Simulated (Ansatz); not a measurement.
## Collinear states of TeW

Level of theory: Ansatz 0.2.0, DFT PBE, scalar-relativistic, plane waves, PAW.

```
W Te
1.0
     0.00000    2.83202    2.83202
     2.83202    0.00000    2.83202
     2.83202    2.83202    0.00000
W Te
1 1
Direct
  0.00000 0.00000 0.00000
  0.50000 0.50000 0.50000
```

* plane-wave cutoff: 420 eV
* Γ-centred k-mesh: 14×14×14
* occupation rule: Gaussian smearing, 0.1 eV
* list of starting moments (μB, in atom order): 1 0
* check for lower electronic states after the SCF: off

All runs keep this geometry, which isn't relaxed for the lowest state (largest force there 0.000 eV/Å, pressure 1.4 GPa) and needn't be a stable compound; relaxing each order would shift the differences by some 8 meV/atom, going by the pressures and a bulk modulus of about 150 GPa. A propagation vector, in units of the reciprocal vectors, doubles the cell, which takes an equally dense mesh. The large starts are 2.5 0 μB. The small starts are 0.5 0 μB. Spin–orbit coupling is left out, which for heavy magnetic ions can matter as much as these differences. Site moments are spin moments in atom-centred spheres that scale with the neighbour distance. The states are those that the runs reached from these starts; a lower one can exist.

**Question.** Starts tried: no spin; ferromagnetic; large parallel starting moments; antiferromagnetic, doubled cell, propagation vector (0, 0, 1/2); antiferromagnetic, doubled cell, propagation vector (0, 1/2, 1/2); small parallel starting moments. Which state comes out lowest, and what are the moments?

**Answer.** The lowest state is antiferromagnetic, reached from the start “antiferromagnetic, doubled cell, propagation vector (0, 1/2, 1/2)”, with site moments (μB) W +1.76, W -1.76.

| start | ends | energy above lowest (meV/atom) | site moments (μB) | gap on mesh (eV) | P (GPa) |
| --- | --- | --- | --- | --- | --- |
| no spin | non-magnetic | 91.8 | none over 0.05 | metal | -4.1 |
| ferromagnetic | ferromagnetic | 13.3 | W +1.70 | metal | 0.0 |
| large parallel starting moments | ferromagnetic | 13.3 | W +1.70 | metal | 0.0 |
| antiferromagnetic, doubled cell, propagation vector (0, 0, 1/2) | antiferromagnetic | 55.5 | W +1.34, W -1.34 | metal | -0.8 |
| antiferromagnetic, doubled cell, propagation vector (0, 1/2, 1/2) | antiferromagnetic | 0.00 | W +1.76, W -1.76 | metal | 1.4 |
| small parallel starting moments | ferromagnetic | 13.3 | W +1.70 | metal | 0.0 |